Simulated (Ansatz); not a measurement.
HfSi:
```yaml
crystal:
  lattice:
    - [3.29000, 0.00000, 0.00000]
    - [0.00000, 3.29000, 0.00000]
    - [0.00000, 0.00000, 3.29000]
  atoms:
    - { symbol: Hf, position: [0.00000, 0.00000, 0.00000] }
    - { symbol: Si, position: [0.50000, 0.50000, 0.50000] }
```

Relaxed with PBE. Special points in fractions of this cell's reciprocal vectors: Γ (0.000, 0.000, 0.000); X (0.000, 0.500, 0.000); M (0.500, 0.500, 0.000); R (0.500, 0.500, 0.500).

Q: List the band energies nearest the Fermi level at these points for PBE in the plane-wave PAW code Ansatz.

A: In eV from the Fermi level; about four levels below and three above (degenerate sets whole), none deeper than 8.9 eV; points with the same levels are listed once.

| k | below | above |
|---|---|---|
| Γ | -1.80 -1.80 | 1.94 1.94 1.94 |
| X | -6.48 -0.53 -0.45 -0.45 | 4.27 5.28 5.49 |
| M | -7.72 -2.97 -2.97 -2.14 | 1.40 1.40 3.99 |
| R | -4.51 -4.51 -4.51 -4.38 | 3.31 3.31 3.31 |

Space group Pm-3m (CsCl type). The cell is a constructed one: a structure type filled with these elements; neither database checked (COD, Materials Project) lists it. COD files the formula under space group No. 62, so this cell is another polymorph or a model. Whether it is the stable phase at ambient conditions was not checked. The PBE relaxation kept the symmetry of its start; its stability against distortions is not shown here. The run is not spin-polarised. Scalar-relativistic: spin–orbit coupling is off unless named, which matters more the heavier the elements.

Potentials: the later of the program's two PAW sets.
